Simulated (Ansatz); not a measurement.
AlP (zinc blende, F-43m) under volume change, HSE06 in the plane-wave PAW code Ansatz, scaled uniformly.

```json
[
 {"V (Å³/atom)": "18.669", "E − E(relaxed) (meV/atom)": "55.2", "P (GPa)": "10.35"},
 {"V (Å³/atom)": "19.285", "E − E(relaxed) (meV/atom)": "23.2", "P (GPa)": "6.37"},
 {"V (Å³/atom)": "19.900", "E − E(relaxed) (meV/atom)": "5.5", "P (GPa)": "2.94"},
 {"V (Å³/atom)": "20.516", "E − E(relaxed) (meV/atom)": "0.0", "P (GPa)": "0.00"},
 {"V (Å³/atom)": "21.131", "E − E(relaxed) (meV/atom)": "5.0", "P (GPa)": "-2.53"},
 {"V (Å³/atom)": "21.746", "E − E(relaxed) (meV/atom)": "19.0", "P (GPa)": "-4.70"},
 {"V (Å³/atom)": "22.362", "E − E(relaxed) (meV/atom)": "40.7", "P (GPa)": "-6.57"}
]
```

What does a third-order Birch–Murnaghan fit give for V₀, B₀ and B′?

V₀ = 20.52 Å³/atom, B₀ = 90.8 GPa, B′ = 4.0.

The cell was relaxed with HSE06 under the symmetry of its start.

Potentials: the earlier of the program's two PAW sets.
